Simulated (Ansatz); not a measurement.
Values for one crystal, relaxed and computed with PBEsol (plane waves, PAW; program Ansatz); other levels are named.

```yaml
volume_per_atom: 10.76 Å³
electronic_character: metallic (no gap)
Pressure derivative B′: 4.7
mechanical_stability: stable (all eigenvalues of C positive)
Formation energy from the elements (no fitted shifts): -0.055 eV/atom
hill_bulk_and_shear_moduli: 206 and 103 GPa
Density of states at the Fermi level: 0.63 states/eV per atom (mean over ±0.08 eV)
```

### Question
Pick the material that matches.
A) SnPt3, Cu3Au type
B) VPt, L1₀ or tetragonal B2
C) FeNi, L1₀ or tetragonal B2
D) HgPd, L1₀ or tetragonal B2

### Answer
C, FeNi, L1₀ or tetragonal B2

Space group P4/mmm (L1₀ or tetragonal B2). The first step of the workflow began from a Materials Project structure, measured or hypothetical; the Crystallography Open Database files this formula in space group No. 123, but the cells were not matched. Whether it is the stable phase at ambient conditions was not checked. Symmetry was held in the PBEsol relaxation; its stability against distortions is not shown here. Magnetic state: ferromagnetic, chosen from 5 collinear starts compared on coarse meshes (ties went to the first, and starts can fall back to one state), not a proven ground state. As this level gives no gap, shear constants depend on the k-mesh and smearing (Fermi–Dirac, 0.1 eV here). The references are the lowest solids computed at this level, not always the standard phases.

Potentials: the later of the program's two PAW sets.
